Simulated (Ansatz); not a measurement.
# Na₈MgNi₂O₈: field gradients at two levels of theory

Cell: a Materials Project structure (computed, not necessarily an observed phase), taken as it stands.

```
Na Mg Ni O
1.0
     5.73161    0.00000    0.00000
     1.90780    5.46635    0.00000
     2.64922   -0.71917    8.46175
Na Mg Ni O
8 1 2 8
Cartesian
  7.3483 4.4788 7.3142
  3.5272 1.7770 7.0616
  6.2542 1.8383 5.9271
  4.4777 4.5462 5.6729
  7.6505 4.6644 3.9848
  7.2500 3.0104 1.6466
  4.3465 5.1973 2.1121
  3.6020 2.2233 0.3988
  5.0402 1.3885 2.9705
  2.8062 2.0285 4.2117
  0.0729 0.0946 0.0715
  5.2612 3.2838 7.6614
  7.3856 0.3494 7.3323
  4.1181 0.7484 4.6890
  8.2073 3.2154 5.5535
  6.9137 1.3699 3.5905
  3.7519 2.8898 2.7249
  1.5938 1.1062 0.3659
  6.7649 5.2945 1.7352
```

Atoms are numbered from 1 in the order listed; like atoms form one site, named after its first atom.

First run. Level of theory: DFT, PBE, plane waves and PAW, scalar-relativistic, collinear spin, 420 eV cutoff, Γ-centred 4×4×3 k-points, Fermi–Dirac smearing 0.02 eV (Ansatz 0.2.0). Start moments as typed (μB): 3 on each Ni, none on the rest. The program fits them to the shells of the files, so those used differ somewhat.

```json
{"site": "Na1", "atom": "1", "V_zz (10²¹ V/m²)": "3.04", "η": "0.27", "m (μB)": "0.00"}
{"site": "Na2", "atom": "2", "V_zz (10²¹ V/m²)": "2.58", "η": "0.12", "m (μB)": "0.00"}
{"site": "Na3", "atom": "3", "V_zz (10²¹ V/m²)": "-0.59", "η": "0.66", "m (μB)": "-0.01"}
{"site": "Na5", "atom": "5", "V_zz (10²¹ V/m²)": "-1.95", "η": "0.56", "m (μB)": "0.00"}
{"site": "Na6", "atom": "6", "V_zz (10²¹ V/m²)": "-2.27", "η": "0.63", "m (μB)": "0.00"}
{"site": "Mg", "atom": "9", "V_zz (10²¹ V/m²)": "1.93", "η": "0.71", "m (μB)": "0.00"}
{"site": "Ni10", "atom": "10", "V_zz (10²¹ V/m²)": "3.85", "η": "0.92", "m (μB)": "1.68"}
{"site": "Ni11", "atom": "11", "V_zz (10²¹ V/m²)": "-1.60", "η": "0.52", "m (μB)": "-1.70"}
{"site": "O12", "atom": "12", "V_zz (10²¹ V/m²)": "6.28", "η": "0.18", "m (μB)": "-0.22"}
{"site": "O13", "atom": "13", "V_zz (10²¹ V/m²)": "6.87", "η": "0.14", "m (μB)": "-0.24"}
{"site": "O15", "atom": "15", "V_zz (10²¹ V/m²)": "5.88", "η": "0.36", "m (μB)": "0.29"}
{"site": "O16", "atom": "16", "V_zz (10²¹ V/m²)": "5.25", "η": "0.56", "m (μB)": "0.21"}
{"site": "O18", "atom": "18", "V_zz (10²¹ V/m²)": "5.82", "η": "0.18", "m (μB)": "-0.26"}
{"site": "O19", "atom": "19", "V_zz (10²¹ V/m²)": "5.38", "η": "0.29", "m (μB)": "-0.16"}
```

Second run. The same atoms and settings, except that the functional is PBEsol.

Q: What does the second run give?

A: 

```csv
site,atom,V_zz,η,change of V_zz,m (μB)
Na1,1,2.89,0.27,-0.15,0.00
Na2,2,2.46,0.12,-0.12,0.00
Na3,3,-0.56,0.69,+0.03,0.01
Na5,5,-1.82,0.56,+0.13,0.00
Na6,6,-2.17,0.65,+0.10,0.00
Mg,9,1.83,0.71,-0.10,0.00
Ni10,10,-4.02,0.91,–,1.66
Ni11,11,-1.48,0.45,+0.12,1.70
O12,12,6.15,0.18,-0.13,0.25
O13,13,6.72,0.11,-0.15,0.26
O15,15,5.67,0.37,-0.21,0.30
O16,16,5.14,0.54,-0.11,0.22
O18,18,5.70,0.18,-0.12,0.28
O19,19,5.37,0.27,-0.01,0.19
```

The largest change of V_zz along a kept axis is on O15, from 5.88 to 5.67. The whole tensor moves most on Ni10, by 0.39 along its most changed direction. In per cent, |V_zz| changes by -7 to -4 on Na, -5 on Mg, -7 on Ni, -3 to 0 on O (all sites that start above 0.5, bar those whose gradient vanishes or changes sign or whose main axis turns by over 40°). On Ni10 the largest principal value lies along another axis in the second run, so the two V_zz can't be compared directly. The table leaves out 5 of the 19 sites, with |V_zz| up to 6.57; their tensors move by 0.11 at most along any direction. The statements above cover all sites. The absolute magnetisation of the cell goes from 6.0 to 6.1 μB.

The program didn't check the stability of this electronic state in full, so a lower one may lie near. The magnetic order is the one that the run reached from its start moments, not necessarily the measured one.
For the first run: The moments were started parallel, and the run ended with some of them reversed. With these PAW files V_zz is typically within 2 to 3 % of all-electron values, but misses above 10 % occur on Ni. With a gap of 0.3 eV on this mesh, small gradients can still move by 0.1 × 10²¹ V/m² or more as the k-mesh gets denser.
For the second run: With a gap of 0.2 eV on this mesh, small gradients can still move by 0.1 × 10²¹ V/m² or more as the k-mesh gets denser. All moments are parallel here, as the start or the cell imposes; many such compounds order antiparallel, where fields and spin densities carried over to other atoms largely cancel.
